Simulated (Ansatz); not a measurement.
Piezoelectric tensor of SnPbO₂

Level of theory: Ansatz, DFT PBE, scalar-relativistic, plane waves, PAW. Plane waves to 420 eV; Γ-centred k mesh 8×8×6; fixed occupations. No spin polarisation.

Equilibrium structure at this level:
```yaml
crystal:
  lattice:
    - [3.94509, 0.00000, 0.00000]
    - [0.00000, 3.94509, 0.00000]
    - [0.00000, 0.00000, 5.23775]
  atoms:
    - { symbol: Sn, position: [0.50000, 0.50000, 0.21407] }
    - { symbol: Pb, position: [0.00000, 0.00000, 0.76277] }
    - { symbol: O, position: [0.50000, 0.00000, 0.01158] }
    - { symbol: O, position: [0.00000, 0.50000, 0.01158] }
```

The structure comes from a generated guess, relaxed at this level; another structure or a mixture of phases may lie lower. Spin–orbit coupling is left out, which matters for heavy elements. No dispersion correction is applied, so modes and constants that involve weak contacts between layers, chains or molecules come out too soft.

Question: Give the relaxed-ion proper piezoelectric stress tensor e_iJ (C/m², Voigt columns xx yy zz yz xz xy).

Answer:
```
x   0.00 0.00 0.00 0.00 0.38 0.00
y   0.00 0.00 0.00 0.38 0.00 0.00
z   0.37 0.37 0.52 0.00 0.00 0.00
```
Signs follow the orientation of the cell as given.

Question: With the elastic constants (GPa, Voigt order)
```
70.4 63.5  7.8  0.0  0.0  0.0
63.5 70.4  7.8  0.0  0.0  0.0
 7.8  7.8 16.7  0.0  0.0  0.0
 0.0  0.0  0.0 12.5  0.0  0.0
 0.0  0.0  0.0  0.0 12.5  0.0
 0.0  0.0  0.0  0.0  0.0 62.2
```
find the strain coefficients d = e·C⁻¹ (pC/N).

Answer:
```
x    0.0  0.0  0.0  0.0 30.0  0.0
y    0.0  0.0  0.0 30.0  0.0  0.0
z    1.0  1.0 30.1  0.0  0.0  0.0
```
